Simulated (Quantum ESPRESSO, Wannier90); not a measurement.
# Tight-binding from DFT: HgS (wurtzite)

```xyz
4
Lattice="4.1964 0.0000 0.0000 -2.0982 3.6342 0.0000 0.0000 0.0000 6.8703" Properties=species:S:1:pos:R:3 pbc="T T T"
Hg    -2.0982     1.2114    -3.4343
Hg     2.0982    -1.2114     0.0008
S     -2.0982     1.2114    -0.8596
S      2.0982    -1.2114     2.5755
```

Structure: Materials Project mp-973676, symmetrised, not relaxed again. Not found in the COD (Crystallography Open Database) copy used, which has the formula in other groups; not checked further. Computed values, not measurements, from PBEsol: Quantum ESPRESSO (norm-conserving PseudoDojo potentials, cutoff 53 Ry, spinors with spin-orbit coupling) on a Γ-centred 6×6×4 mesh, then Wannier90. Density: 12×12×6 mesh, Gaussian smearing 0.01 Ry. With spin-orbit coupling a semilocal functional can close or falsely invert a small gap; the band order was not checked against a better method.

A tight-binding model is made by disentanglement and projection with no localisation steps (num_iter = 0), so the 52 orbitals stay atom-like: hydrogen-like Hg: s;p;d; S: s;p, axes along x, y, z; frozen window up to 3.00 eV relative to the Fermi level. It follows pw.x to 1.1 meV rms for states up to 1.0 eV relative to the Fermi level. Matrix elements depend on this choice of orbitals and windows.

The 20 largest hoppings ⟨m,0|H|n,R⟩ between different sites (one of each Hermitian pair; signs follow the real orbitals' lobes; the list may end inside a set of equal values):

| m | n | R | distance of the centres (Å) | t (eV) | Im t (eV) |
|---|---|---|---|---|---|
| S3 pz↑ | Hg1 pz↑ | 0 0 0 | 2.82 | 2.480 | 0.000 |
| S3 pz↓ | Hg1 pz↓ | 0 0 0 | 2.82 | 2.480 | 0.000 |
| S4 pz↑ | Hg2 pz↑ | 0 0 0 | 2.82 | 2.480 | 0.000 |
| S4 pz↓ | Hg2 pz↓ | 0 0 0 | 2.82 | 2.480 | 0.000 |
| Hg2 py↑ | S3 py↑ | 1 0 0 | 2.76 | 2.077 | 0.000 |
| Hg2 py↓ | S3 py↓ | 1 0 0 | 2.76 | 2.077 | 0.000 |
| S4 py↑ | Hg1 py↑ | 1 0 1 | 2.76 | 2.077 | 0.000 |
| S4 py↓ | Hg1 py↓ | 1 0 1 | 2.76 | 2.077 | 0.000 |
| S3 pz↑ | Hg1 s↑ | 0 0 0 | 2.73 | 1.922 | 0.000 |
| S3 pz↓ | Hg1 s↓ | 0 0 0 | 2.73 | 1.922 | 0.000 |
| S4 pz↑ | Hg2 s↑ | 0 0 0 | 2.73 | 1.922 | 0.000 |
| S4 pz↓ | Hg2 s↓ | 0 0 0 | 2.73 | 1.922 | 0.000 |
| S3 s↑ | Hg1 pz↑ | 0 0 0 | 2.67 | -1.813 | 0.000 |
| S3 s↓ | Hg1 pz↓ | 0 0 0 | 2.67 | -1.813 | 0.000 |
| S4 s↑ | Hg2 pz↑ | 0 0 0 | 2.67 | -1.813 | 0.000 |
| S4 s↓ | Hg2 pz↓ | 0 0 0 | 2.67 | -1.813 | 0.000 |
| Hg2 s↑ | S3 py↑ | 1 0 0 | 2.69 | 1.808 | 0.000 |
| Hg2 s↓ | S3 py↓ | 1 0 0 | 2.69 | 1.808 | 0.000 |
| S4 py↑ | Hg1 s↑ | 1 0 1 | 2.69 | -1.808 | 0.000 |
| S4 py↓ | Hg1 s↓ | 1 0 1 | 2.69 | -1.808 | 0.000 |
